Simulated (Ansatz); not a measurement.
Y6Fe16O: Contact hyperfine fields

Cell: an entry of the Crystallography Open Database (COD), ions relaxed with PBE at fixed cell.

Space group Im-3m (No. 229); a = 8.8832 Å.

```csv
site,Wyckoff,site symmetry,x,y,z
Y,12e,4m.m,0.2727,0.0000,0.0000
Fe7,24h,m.m2,0.5000,0.1651,0.1651
Fe19,8c,.-3m,0.2500,0.2500,0.2500
O,2a,m-3m,0.0000,0.0000,0.0000
```

One atom of each set is listed; the run and its k-mesh use a cell of 23 atoms with edges of 7.69, 7.69, 7.69 Å.

All values are calculated (Ansatz; DFT, PBE, plane waves and PAW, scalar-relativistic, collinear spin, 420 eV cutoff, Γ-centred 6×6×6 k-points, Fermi–Dirac smearing 0.05 eV), not measured. Start moments as typed (μB): 3 on each Fe, none on the rest.

B_c = (2μ₀/3)μB(ρ↑ − ρ↓), with the spin density averaged over the Thomson radius around the nucleus, 7.77 T per e/Å³, positive along the up direction of the run. The valence column is what the valence and semicore waves of the PAW files give as listed; the rest comes from solving these waves and the inner shells again in each spin's potential.

Question: What moments and contact fields does each site carry?

Answer: The cell's net moment is 28.79 μB; the site moments, counted in spheres around the atoms, add up to 31.54 μB, and the difference lies between the spheres. One atom of each set is listed.

```tsv
site	m (μB)	B_c (T)	valence column (T)	rest (T)
Y	-0.15	-25.4	-25.5	0.1
Fe7	2.11	-22.8	16.9	-39.7
Fe19	1.77	-15.8	17.6	-33.4
O	-0.01	-1.1	-1.1	0.0
```

On Fe7 the field amounts to -10.8 T per μB of the site's moment: core polarisation sets it against the moment.

The formula doesn't balance with usual charges, so the entry may hide mixed or partly filled sites, and the missing gap may come from that. All moments on Fe are parallel here, as they were started; many such compounds order antiparallel, where fields on atoms that lie between magnetic neighbours largely cancel. The magnetic order is the one that the run reached from its start moments, not necessarily the measured one. The run finds no gap above 0.1 eV, so moments and fields hang on the k-mesh and the smearing. Semilocal functionals underestimate the core's part of the field; in a metal the conduction electrons' part and a positive orbital field can offset that, so a measured field can be larger or smaller. Orbital and dipolar fields are left out. Fields under about 2 T can be off by more than a tenth.

The relaxation (5 steps) took 3.1 min of wall time (12 min of CPU time) and 3.3 GiB at its peak, on 4 threads of Intel Xeon 6975P-C (Granite Rapids) (x86_64; 16 cores open to the job, memory cap 8.0 GiB, no GPU), a shared host with a load of 0.4 a core.
